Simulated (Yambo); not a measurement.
RPA spectrum of MgS (zinc blende, space group F-43m, No. 216) on PBEsol bands in Yambo (12×12×12 mesh, 33 bands, 4 Ry local-field block, 0.2 eV broadening; field along x). CGrdSpXd merges neighbouring transition energies to save time; the report line [X-CG] gives the poles kept by one of the 4 MPI tasks, and where the merging fails may depend on that split.

```json
[
 {"CGrdSpXd asked (%)": "100", "share reached (%)": "100", "poles used (one task)": "1747", "static ε": "3.83", "largest change of Im ε (% of its maximum)": "0.0", "rough time": "1"},
 {"CGrdSpXd asked (%)": "70", "share reached (%)": "69", "poles used (one task)": "1221", "static ε": "3.83", "largest change of Im ε (% of its maximum)": "0.2", "rough time": "within a factor of two"},
 {"CGrdSpXd asked (%)": "30", "share reached (%)": "29", "poles used (one task)": "521", "static ε": "3.83", "largest change of Im ε (% of its maximum)": "0.9", "rough time": "within a factor of two"},
 {"CGrdSpXd asked (%)": "15", "share reached (%)": "2", "poles used (one task)": "35", "static ε": "3.92", "largest change of Im ε (% of its maximum)": "30", "rough time": "about 1/3"},
 {"CGrdSpXd asked (%)": "5", "share reached (%)": "2", "poles used (one task)": "35", "static ε": "3.92", "largest change of Im ε (% of its maximum)": "30", "rough time": "about 1/3"}
]
```

All runs end normally. In the runs at 15 %, 5 % few poles are left or the spectrum changes by over a quarter of its peak, and no warning says so. Times are rough ratios from shared machines. The k mesh wasn't tested; the rows compare only with each other.

Geometry relaxed with PBEsol; primitive cell a = b = c = 3.997 Å, α = β = γ = 60.00°.

This is not the ordinary phase of the substance; no match was found in the copy of COD used, and its stability was not checked.
